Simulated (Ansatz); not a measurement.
# SiO₂: electrons, doping and thermopower

Plane-wave DFT in Ansatz, LDA, scalar-relativistic PAW potentials, cutoff 420 eV, no spin-orbit coupling; no spin polarisation. SiO₂ in space group I-42d, which needn't be the usual phase of this composition. Boltzmann transport at 300 K in rigid bands with one relaxation time, bands interpolated from the k mesh 8×8×8; values are means over x, y, z.

```csv
electrons (cm⁻³),size of S (μV/K),σ/τ (Ω⁻¹ m⁻¹ s⁻¹)
10^18,418.1,5e+16
10^19,?,4.98e+17
10^20,75.5,4.86e+18
10^21,17.8,4.27e+19
```

Task: Take the lowest doping as non-degenerate: get the effective density of states and the masses, and predict the missing S.

Result: For parabolic bands and one τ, |S| = (k_B/e)(5/2 − η) with k_B/e = 86.17 μV/K and n = N e^η. The first row gives η = -2.35, N = 1.05×10¹⁹ cm⁻³ and, from N = 2.509×10¹⁹ cm⁻³ × m_d^(3/2), a density-of-states mass of 0.56 mₑ (all valleys and bands together). σ/τ = ne²/m_c gives a conductivity mass of 0.56 mₑ, close to m_d, as for one nearly isotropic valley. A decade of doping costs (k_B/e) ln 10 = 198.4 μV/K, which predicts 220 μV/K; the run gave 226.2. There η would be 0.0, where Fermi statistics set in and S falls more slowly. At 10^21 cm⁻³ the rule would give -177 μV/K against 17.8: the gas is degenerate there. Scattering that depends on energy changes the 5/2, and whether such doping can be reached wasn't computed.

Cost: about 32 core-minutes for the runs cited, on Intel Xeon 6975P-C (Granite Rapids) (shared hosts).